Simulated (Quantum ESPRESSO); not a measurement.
```yaml
crystal:
  lattice:
    - [2.42654, 1.40096, 4.28464]
    - [-2.42654, 1.40096, 4.28464]
    - [0.00000, -2.80193, 4.28464]
  atoms:
    - { symbol: Al, position: [0.14701, 0.14701, 0.14701] }
    - { symbol: Al, position: [0.85299, 0.85299, 0.85299] }
    - { symbol: Al, position: [0.35299, 0.35299, 0.35299] }
    - { symbol: Al, position: [0.64701, 0.64701, 0.64701] }
    - { symbol: O, position: [0.94486, 0.55514, 0.25000] }
    - { symbol: O, position: [0.05514, 0.44486, 0.75000] }
    - { symbol: O, position: [0.25000, 0.94486, 0.55514] }
    - { symbol: O, position: [0.75000, 0.05514, 0.44486] }
    - { symbol: O, position: [0.55514, 0.25000, 0.94486] }
    - { symbol: O, position: [0.44486, 0.75000, 0.05514] }
```
The cell was made here from a computed Materials Project entry: strained by -2 % along the unique axis and by +1 % across it, atoms relaxed (PBE without dispersion, pw.x of a modified build of Quantum ESPRESSO, symmetry kept). The parent is Al2O3 in R-3c. Stability against distortions was not tested.

A lattice sum over point charges, one formal value an element (Al +3, O -2), with no Sternheimer factor, costs far less than a self-consistent run. Taken along the main axis of each site's self-consistent tensor, it gives:

```csv
site,"V along that axis, point charges (a.u.)"
"Al (atoms 1, 2, 3, 4)",0.021
"O (atoms 5, 6, 7, 8, 9, 10)",-0.115
```

Task: How do the values of a PBE PAW density (pw.x of Quantum ESPRESSO, JTH datasets) with the all-electron reconstruction of Petrilli and co-workers compare?

Result: 
```
site  Vzz, PAW (a.u.)  PAW over point charges
----  ---------------  ----------------------
Al              0.072                     3.5
O              -0.400                     3.5
```
  Cores are frozen. Against all-electron runs on small test molecules, this scheme's |Vzz| missed by −7 % on Al, −2 to +6 % on O.
